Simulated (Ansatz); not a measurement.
**InSe: from a starting cell to a relaxed one**

The start is a relaxed InSe cell with one In and one Se atom exchanged in a cell of 8 atoms. Cell shape, volume and atoms are optimised at zero target pressure with r2SCAN (plane waves to 500 eV, PAW, scalar-relativistic; Ansatz, a quantum-chemistry and plane-wave program). First-step values are on the input's coarse k-mesh.

Ansatz input (later rounds restart from its end on a renewed k-mesh):
Ansatz 0.2 input:
```yaml
crystal:
  lattice:
    - [4.0435943864, 0, 0]
    - [-2.0217971932, 3.5018554612, 0]
    - [0, 0, 17.4327991913]
  atoms:
    - { symbol: Se, position: [0.3333333333, 0.6666666667, 0.6697482981] }
    - { symbol: In, position: [0.6666666667, 0.3333333333, 0.1697482981] }
    - { symbol: In, position: [0.6666666667, 0.3333333333, 0.3302517019] }
    - { symbol: In, position: [0.3333333333, 0.6666666667, 0.8302517019] }
    - { symbol: Se, position: [0.3333333333, 0.6666666667, 0.0975581621] }
    - { symbol: In, position: [0.6666666667, 0.3333333333, 0.5975581621] }
    - { symbol: Se, position: [0.6666666667, 0.3333333333, 0.9024418379] }
    - { symbol: Se, position: [0.3333333333, 0.6666666667, 0.4024418379] }
basis: { ecutwfc: 500, ecutrho_ratio: 4, xc_grid: 4, fft_grid_basis: typed }
kpoints: { mp_grid: { grid: [7, 7, 2] } }
hamiltonian:
  xc: r2scan
  dispersion: none
  pseudopotentials: { kind: paw }
scf: { occupations: { method: fermi_dirac, width: 0.05 } }
relax: { f_tol: 0.01, max_steps: 100, cell: { stress_tol: 0.02 } }
output: { forces: true, stress: true }
```

Task: What is the largest force in the starting geometry, and on which atom (counted from 1)?

Result: 2.38 eV/Å, on Se1 (atoms numbered as listed).

Task: How much energy is released per atom?

Result: 0.06 eV/atom.

Task: Is the parent structure recovered?

Result: It does not go back: it is caught in P3m1 (No. 156), 0.068 eV/atom above the parent.

Task: How do the shortest distances between atoms change?

Result: The closest pairs of elements (up to four, under 3.6 Å), start → end: In–Se 2.65 → 2.53 Å; In–In 2.80 → 2.80 Å.

Task: Is the relaxed structure metallic? Give its gap.

Result: 0.59 eV, indirect (valence top at H, conduction bottom at Γ) (no spin-orbit coupling).

Task: What does it relax into? Give the structure.

Result: 
```cif
data_In4Se4
_chemical_formula_sum 'Se4 In4'
_space_group_name_H-M_alt 'P3m1'
_space_group_IT_number 156
_space_group_name_Hall 'P 3 -2"'
_cell_length_a 4.07945
_cell_length_b 4.07945
_cell_length_c 17.48929
_cell_angle_alpha 90.000
_cell_angle_beta 90.000
_cell_angle_gamma 120.000
loop_
_atom_site_label
_atom_site_type_symbol
_atom_site_symmetry_multiplicity
_atom_site_Wyckoff_symbol
_atom_site_fract_x
_atom_site_fract_y
_atom_site_fract_z
_atom_site_occupancy
Se1 Se 1 b 0.33333 0.66667 0.68740 1
In1 In 1 c 0.66667 0.33333 0.16610 1
In2 In 1 c 0.66667 0.33333 0.32621 1
In3 In 1 b 0.33333 0.66667 0.83203 1
Se2 Se 1 b 0.33333 0.66667 0.09517 1
In4 In 1 c 0.66667 0.33333 0.59451 1
Se3 Se 1 c 0.66667 0.33333 0.90139 1
Se4 Se 1 b 0.33333 0.66667 0.39718 1
```

Final values are on a 9×9×2 k-mesh of the relaxed cell. No spin polarisation in the result.

The run could not lose the symmetry of its start, so the end can be a saddle point.

The relaxed structure here is a generated cell of InSe: the first start was made by placing the elements on the sites of a structure type, and the end was not matched to a known phase here, so it may be hypothetical. Known forms of InSe include space group No. 194.
